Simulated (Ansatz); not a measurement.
## ⁴⁷Ti nuclear quadrupole resonance in Y₂Ti₂O₇

Cell: a measured structure from the Crystallography Open Database (COD), ions relaxed with PBE at fixed cell.

```cif
data_structure
_symmetry_space_group_name_H-M 'P 1'
_symmetry_Int_Tables_number 1
_cell_length_a 7.1408
_cell_length_b 7.1408
_cell_length_c 7.1408
_cell_angle_alpha 60.000
_cell_angle_beta 60.000
_cell_angle_gamma 60.000
_cell_volume 257.47
loop_
_atom_site_label
_atom_site_type_symbol
_atom_site_fract_x
_atom_site_fract_y
_atom_site_fract_z
_atom_site_occupancy
Y1 Y 0.12500 0.12500 0.12500 1
Y2 Y 0.62500 0.12500 0.12500 1
Y3 Y 0.12500 0.12500 0.62500 1
Y4 Y 0.12500 0.62500 0.12500 1
Ti5 Ti 0.62500 0.62500 0.62500 1
Ti6 Ti 0.12500 0.62500 0.62500 1
Ti7 Ti 0.62500 0.62500 0.12500 1
Ti8 Ti 0.62500 0.12500 0.62500 1
O9 O 0.54477 0.95523 0.95523 1
O10 O 0.70523 0.29477 0.70523 1
O11 O 0.95523 0.54477 0.54477 1
O12 O 0.29477 0.70523 0.29477 1
O13 O 0.95523 0.54477 0.95523 1
O14 O 0.70523 0.70523 0.29477 1
O15 O 0.54477 0.95523 0.54477 1
O16 O 0.29477 0.29477 0.70523 1
O17 O 0.70523 0.29477 0.29477 1
O18 O 0.95523 0.95523 0.54477 1
O19 O 0.29477 0.70523 0.70523 1
O20 O 0.54477 0.54477 0.95523 1
O21 O 0.00000 0.00000 0.00000 1
O22 O 0.25000 0.25000 0.25000 1
```

Atoms are numbered from 1 in the order listed; like atoms form one site, named after its first atom.

The numbers come from a DFT calculation in Ansatz (PBE, plane waves and PAW, scalar-relativistic, 420 eV cutoff, Γ-centred 4×4×4 k-points, Fermi–Dirac smearing 0.02 eV).

⁴⁷Ti: I = 5/2, Q = 302.0 mb (year-2017 value). Static lattice, zero field.

**Question.** The simulated lines lie at 5.01, 10.0 MHz. What are |C_Q|, η and |V_zz| at Ti?

**Answer.** For I = 5/2 and η = 0 the lines are 3|C_Q|/20 and twice that; η pulls their ratio below 2. Here |C_Q| = 33.4 MHz, η = 0.00 and |V_zz| = 4.58 × 10²¹ V/m². The calculation gives V_zz positive; the lines don't show the sign. The site has 6 O at 1.96 Å.

An axis of threefold or higher order runs through Ti, so V_zz lies along it and η is zero.
